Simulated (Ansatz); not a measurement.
# Computed properties of VBiO₄

VBiO$_{4}$:
```yaml
crystal:
  lattice:
    - [-2.56066, 2.56066, 5.81072]
    - [2.56066, -2.56066, 5.81072]
    - [2.56066, 2.56066, -5.81072]
  atoms:
    - { symbol: Bi, position: [0.75000, 0.25000, 0.50000] }
    - { symbol: Bi, position: [0.00000, 0.00000, 0.00000] }
    - { symbol: V, position: [0.25000, 0.75000, 0.50000] }
    - { symbol: V, position: [0.50000, 0.50000, 0.00000] }
    - { symbol: O, position: [0.07976, 0.96782, 0.39011] }
    - { symbol: O, position: [0.57771, 0.68965, 0.60989] }
    - { symbol: O, position: [0.71782, 0.82771, 0.38806] }
    - { symbol: O, position: [0.43965, 0.32976, 0.61194] }
    - { symbol: O, position: [0.67024, 0.28218, 0.10989] }
    - { symbol: O, position: [0.17229, 0.56035, 0.89011] }
    - { symbol: O, position: [0.03218, 0.42229, 0.11194] }
    - { symbol: O, position: [0.31035, 0.92024, 0.88806] }
```

Space group I4_1/a (No. 88); conventional cell a = b = 5.121 Å, c = 11.621 Å, α = β = γ = 90.00°.

Method: plane-wave PAW r²SCAN (Ansatz code). The cell and atoms are relaxed at this level. Other levels are named where they apply.

Cell and energy:

```json
{
 "volume_per_atom": "12.70 Å³",
 "density": "7.06 g/cm³",
 "Formation energy from the elements (no fitted shifts)": "-2.09 eV/atom"
}
```

Electronic structure:

```json
{
  "band_gap": "2.42 eV (indirect)",
  "valence_band_maximum": "off the standard path, at k = (-0.021, 0.016, 0.344) in fractions of the reciprocal vectors",
  "conduction_band_minimum": "off the standard path, at k = (0.292, -0.292, 0.203) in fractions of the reciprocal vectors",
  "smallest_direct_gap_on_the_standard_path": "2.51 eV",
  "electron_effective_mass": "0.59, 1.2, 5.6 mₑ (principal values)",
  "Electron effective mass with spin–orbit coupling": "0.61, 1.3, 5.3 mₑ (principal values)",
  "hole_effective_mass": "0.61, 1.5, 3.8 mₑ (principal values)",
  "Hole effective mass with spin–orbit coupling": "0.60, 1.5, 3.7 mₑ (principal values)",
  "HSE06 gap on the r²SCAN cell": "3.29 eV",
  "Gap with spin–orbit coupling": "2.28 eV"
}
```

Magnetism:

```json
{
  "magnetic_order": "non-magnetic (starting moments vanished)"
}
```

Mechanics:

```json
{
  "Bulk modulus (Birch–Murnaghan fit)": "138 GPa",
  "Pressure derivative B′": "4.7"
}
```

Charges:

```json
{
 "bader_charges": "Bi +2.13, V +2.28, O -1.10 e"
}
```

The r²SCAN relaxation kept the symmetry of its start. The workflow began spin-polarised and lost its moments. No Hubbard U is applied. The references are the lowest solids computed at this level, not always the standard phases (solids in place of the gases). Spin–orbit coupling is left out wherever it is not named.

Potentials: the later of the program's two PAW sets.
